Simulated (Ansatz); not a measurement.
SiO₂: computed property card

SiO$_{2}$:
```cif
data_O24Si12
_chemical_formula_sum 'Si12 O24'
_space_group_name_H-M_alt 'P 1'
_space_group_IT_number 1
_cell_length_a 7.52851
_cell_length_b 7.52851
_cell_length_c 8.63842
_cell_angle_alpha 90.000
_cell_angle_beta 90.000
_cell_angle_gamma 90.000
loop_
_space_group_symop_operation_xyz
  'x, y, z'
loop_
_atom_site_label
_atom_site_type_symbol
_atom_site_fract_x
_atom_site_fract_y
_atom_site_fract_z
_atom_site_occupancy
Si1 Si 0.91491 0.08509 0.25000 1
Si2 Si 0.41491 0.41491 0.00000 1
Si3 Si 0.08509 0.91491 0.75000 1
Si4 Si 0.58509 0.58509 0.50000 1
Si5 Si 0.38070 0.82495 0.99930 1
Si6 Si 0.67505 0.88070 0.74930 1
Si7 Si 0.61930 0.17505 0.49930 1
Si8 Si 0.32495 0.11930 0.24930 1
Si9 Si 0.88070 0.67505 0.25070 1
Si10 Si 0.17505 0.61930 0.50070 1
Si11 Si 0.11930 0.32495 0.75070 1
Si12 Si 0.82495 0.38070 0.00070 1
O1 O 0.37507 0.94209 0.15453 1
O2 O 0.55791 0.87507 0.90453 1
O3 O 0.62493 0.05791 0.65453 1
O4 O 0.44209 0.12493 0.40453 1
O5 O 0.87507 0.55791 0.09547 1
O6 O 0.05791 0.62493 0.34547 1
O7 O 0.12493 0.44209 0.59547 1
O8 O 0.94209 0.37507 0.84547 1
O9 O 0.38106 0.61650 0.45202 1
O10 O 0.88350 0.88106 0.20202 1
O11 O 0.61894 0.38350 0.95202 1
O12 O 0.11650 0.11894 0.70202 1
O13 O 0.88106 0.88350 0.79798 1
O14 O 0.38350 0.61894 0.04798 1
O15 O 0.11894 0.11650 0.29798 1
O16 O 0.61650 0.38106 0.54798 1
O17 O 0.79400 0.13594 0.39699 1
O18 O 0.36406 0.29400 0.14699 1
O19 O 0.20600 0.86406 0.89699 1
O20 O 0.63594 0.70600 0.64699 1
O21 O 0.29400 0.36406 0.85301 1
O22 O 0.86406 0.20600 0.10301 1
O23 O 0.70600 0.63594 0.35301 1
O24 O 0.13594 0.79400 0.60301 1
```

Space group P4_32_12 (No. 96); conventional cell a = 7.529 Å, b = 7.529 Å, c = 8.638 Å, α = 90.00°, β = 90.00°, γ = 90.00°.

Method: the program Ansatz at the r²SCAN level (PAW). Structure relaxed to zero pressure with the same functional. Other levels are named where they apply.

**Cell and energy**

* **Volume per atom**: 13.60 Å³
* **Density**: 2.45 g/cm³
* **Formation energy from the elements (no fitted shifts)**: -2.98 eV/atom

**Electronic structure**

Band gap: 6.36 eV (indirect)
Valence-band maximum: at X
Conduction-band minimum: at Γ
Smallest direct gap on the standard path: 6.40 eV
Electron effective mass: 0.53 mₑ (isotropic)
HSE06 gap on the r²SCAN cell: 7.57 eV

**Charges**

- Bader charges = Si +3.37, O -1.69 to -1.68 e

The workflow started from a Materials Project entry (that database holds measured and hypothetical structures alike); the Crystallography Open Database files this formula in space group No. 96, but the cells were not matched. It is not the phase usual at ambient conditions (space group No. 92, 152, 154). The cell was relaxed with r²SCAN under the symmetry of its start; whether a distortion lowers the energy is not shown. The references are the lowest solids computed at this level, not always the standard phases (solids in place of the gases).

Potentials: the earlier of the program's two PAW sets. The files were generated under PBE; for other functionals the program regenerates the frozen cores, and for LDA and PBEsol the local potential too.
